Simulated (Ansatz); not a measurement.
PtSe

```xyz
4
Lattice="3.8499 0.0000 0.0000 -1.9250 3.3341 0.0000 0.0000 0.0000 7.0965" Properties=species:S:1:pos:R:3 pbc="T T T"
Pt    0.0000    2.2228    0.0896
Pt    1.9250    1.1114    3.6379
Se    0.0000    2.2228    2.5786
Se    1.9250    1.1114    6.1269
```

Atom numbers follow the list: Pt1, Pt2, Se3, Se4.

The conventional cell has a = 3.850 Å, b = 3.850 Å, c = 7.096 Å, α = 90.00°, β = 90.00°, γ = 120.00°. Pt (atom 1) has 4 Se at 2.46 to 2.49 Å as nearest neighbours. Se (atom 3) has 4 Pt at 2.46 to 2.49 Å as nearest neighbours.

The cell was built from the wurtzite type and relaxed in the same program, and has space group P6_3mc; it needn't be a known or the stable phase.

No spin–orbit coupling, which matters for the heavy atoms here.

Levels of theory: DFT, PBE, all-electron LAPW, scalar-relativistic (Ansatz 0.2.0); DFT, PBE, PAW with Ansatz's default frozen-core files, scalar-relativistic (Ansatz 0.2.0).

For LAPW: a Γ-centred 10×10×6 k mesh, Fermi–Dirac smearing of 0.03 eV, basis error target 1 meV/atom, no spin polarisation. PAW takes a cutoff of 420 eV at this cell. The Ansatz runs share mesh, smearing and spin set-up. Values come from LAPW unless marked.

```
Pressure at this cell : 0.04 GPa
Volume per atom       : 22.77 Å³
```

Question: Density of states at the Fermi level (0.2 eV bin): what does the calculation give?

Answer: 3.50 states/eV per cell.

Question: Löwdin charges (with 0.43 e of the cell spilling out of the atomic basis, so their sizes and signs hang on that basis): what does the calculation give?

Answer: Pt1 0.34, Se3 -0.13 e.

Question: Give the computed value. Band gap.

Answer: none: bands cross the Fermi level, a metal.

Question: Give the computed value. Bader charges (from the PAW run).

Answer: Pt1 -0.06, Se3 +0.06 e.
